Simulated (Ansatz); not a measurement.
Relaxation of a relaxed C cell deformed by the Cartesian strain tensor (xx, yy, zz, yz, xz, xy) = (0.020, -0.016, -0.113, 0.056, 0.094, -0.044); 2 atoms in the cell, which starts as P-1 (No. 2), aP2; a = 2.1775 Å, b = 2.2310 Å, c = 2.4282 Å, α = 68.96°, β = 65.51°, γ = 73.35°. These are r2SCAN (plane waves to 500 eV, PAW, scalar-relativistic; Ansatz, an electronic-structure program) values and carry that method's errors. Γ-centred k-mesh 12×11×13 on the run's cell (coarser than for final values), Fermi–Dirac smearing 0.05 eV. This is the first round of the run. 

The optimiser's lines from the output (shortened; P is positive under compression):

```
relax step   1: F+E_penalty+E_count = -500.72510430 eV  Δ(F+E_penalty+E_count) = +0.000e0 eV  max|allowed force component| = 3.263e0 eV/Å  Δτ_max = 0.0000 Å  P = +114.413 GPa  Ω = 9.886 Å³  (6 SCF iters, dr2 threshold 1.00e-7 eV, accepted)
relax step   2: F+E_penalty+E_count = -501.77514727 eV  Δ(F+E_penalty+E_count) = -1.050e0 eV  max|allowed force component| = 1.459e0 eV/Å  Δτ_max = 0.0059 Å  P = +69.245 GPa  Ω = 10.278 Å³  (5 SCF iters, dr2 threshold 2.00e-7 eV, accepted)
relax step   3: F+E_penalty+E_count = -502.44411532 eV  Δ(F+E_penalty+E_count) = -6.690e-1 eV  max|allowed force component| = 5.620e-1 eV/Å  Δτ_max = 0.0025 Å  P = +41.261 GPa  Ω = 10.574 Å³  (5 SCF iters, dr2 threshold 2.00e-7 eV, accepted)
relax step   4: F+E_penalty+E_count = -502.86486563 eV  Δ(F+E_penalty+E_count) = -4.208e-1 eV  max|allowed force component| = 2.913e-1 eV/Å  Δτ_max = 0.0051 Å  P = +26.002 GPa  Ω = 10.762 Å³  (5 SCF iters, dr2 threshold 2.00e-7 eV, accepted)
relax step   5: F+E_penalty+E_count = -503.06385902 eV  Δ(F+E_penalty+E_count) = -1.990e-1 eV  max|allowed force component| = 6.827e-2 eV/Å  Δτ_max = 0.0027 Å  P = +6.522 GPa  Ω = 11.123 Å³  (5 SCF iters, dr2 threshold 2.00e-7 eV, accepted)
relax step   6: F+E_penalty+E_count = -503.10163686 eV  Δ(F+E_penalty+E_count) = -3.778e-2 eV  max|allowed force component| = 1.909e-2 eV/Å  Δτ_max = 0.0007 Å  P = -0.283 GPa  Ω = 11.262 Å³  (5 SCF iters, dr2 threshold 2.00e-7 eV, accepted)
relax step   7: F+E_penalty+E_count = -503.10185010 eV  Δ(F+E_penalty+E_count) = -2.132e-4 eV  max|allowed force component| = 3.656e-3 eV/Å  Δτ_max = 0.0003 Å  P = +0.029 GPa  Ω = 11.255 Å³  (3 SCF iters, dr2 threshold 2.00e-7 eV, accepted)
relax step   8: F+E_penalty+E_count = -503.10185041 eV  Δ(F+E_penalty+E_count) = -3.090e-7 eV  max|allowed force component| = 5.595e-3 eV/Å  Δτ_max = 0.0001 Å  P = -0.000 GPa  Ω = 11.255 Å³  (3 SCF iters, dr2 threshold 3.86e-8 eV, accepted)
relax step   9: F+E_penalty+E_count = -503.10185098 eV  Δ(F+E_penalty+E_count) = -5.702e-7 eV  max|allowed force component| = 4.152e-4 eV/Å  Δτ_max = 0.0001 Å  P = -0.001 GPa  Ω = 11.255 Å³  (3 SCF iters, dr2 threshold 2.31e-9 eV, accepted)
relax step  10: F+E_penalty+E_count = -503.11131770 eV  Δ(F+E_penalty+E_count) = -9.467e-3 eV  max|allowed force component| = 1.472e-2 eV/Å  Δτ_max = 0.0000 Å  P = +1.082 GPa  Ω = 11.255 Å³  stress off target by 2.68e0 GPa  SCF on the basis re-selected at this cell (its energy is not comparable with the rows above)  (5 SCF iters)
relax step  11: F+E_penalty+E_count = -503.11151748 eV  Δ(F+E_penalty+E_count) = -1.998e-4 eV  max|allowed force component| = 3.783e-4 eV/Å  Δτ_max = 0.0002 Å  P = +0.046 GPa  Ω = 11.281 Å³  (3 SCF iters, dr2 threshold 2.00e-7 eV, accepted)
relax step  12: F+E_penalty+E_count = -503.11151716 eV  Δ(F+E_penalty+E_count) = +3.166e-7 eV  max|allowed force component| = 2.269e-5 eV/Å  Δτ_max = 0.0000 Å  P = +0.002 GPa  Ω = 11.282 Å³  (2 SCF iters, dr2 threshold 1.49e-8 eV, accepted)
relax step  13: F+E_penalty+E_count = -503.11153012 eV  Δ(F+E_penalty+E_count) = -1.296e-5 eV  max|allowed force component| = 1.220e-5 eV/Å  Δτ_max = 0.0000 Å  P = -0.001 GPa  Ω = 11.282 Å³  stress off target by 3.04e-3 GPa  SCF on the basis re-selected at this cell (its energy is not comparable with the rows above)  (4 SCF iters)
```

From the first to the last row the energy changes by -1.19 eV/atom and the volume by +14.1 %. The last row is marked as not comparable with the walk above it, whose basis was carried along; it does compare with step 1, since both stand on a basis selected at the nominal cutoff for their own cell.

Later rounds, restarted from the end of this one on a renewed k-mesh, logged 4 more steps and released under 1 meV/atom more. The final structure after all rounds: Fd-3m, origin choice 1 (No. 227), cF8, diamond type; a = b = c = 3.560 Å, α = β = γ = 90.00°. Between re-selections the logged energies stand on a plane-wave basis carried along with the cell. No spin polarisation in the result.

The run could not lose the symmetry of its start.
